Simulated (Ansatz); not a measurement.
BP (zinc blende, F-43m), the program Ansatz at the PBE level (PAW). The conduction-band minimum lies on the Γ–X line, 83 % of the way from Γ, with 6 equivalent valleys. Second derivatives d²E/dk² of the lowest band at one valley (eV·Å²), along Cartesian directions:

```csv
direction,d²E/dk²
[100],5.939
[010],33.61
[001],33.61
[110],19.78
[101],19.78
[011],33.53
```

Problem. Find the principal effective masses, the density-of-states mass and the conductivity mass.

Solution. Off-diagonal terms follow from H_xy = H[110] − (H_xx + H_yy)/2, and m*/mₑ = 7.620 eV·Å² over each eigenvalue: 0.23, 0.23, 1.3. One valley's DOS mass (m₁m₂m₃)^(1/3) = 0.40, conductivity mass 3/(Σ 1/mᵢ) = 0.31 mₑ.

Problem. What effective density of states Nc follows at 300 K for parabolic valleys?

Solution. Nc = 2.509e19 × 6 × (0.40)^(3/2) ≈ 3.8e19 cm⁻³.

Symmetry was held in the PBE relaxation. The volume moved by 18 % from the start of the relaxation.

Potentials: the later of the program's two PAW sets.

Edges and masses are those of Kohn–Sham bands, whose gap is no quasiparticle gap.
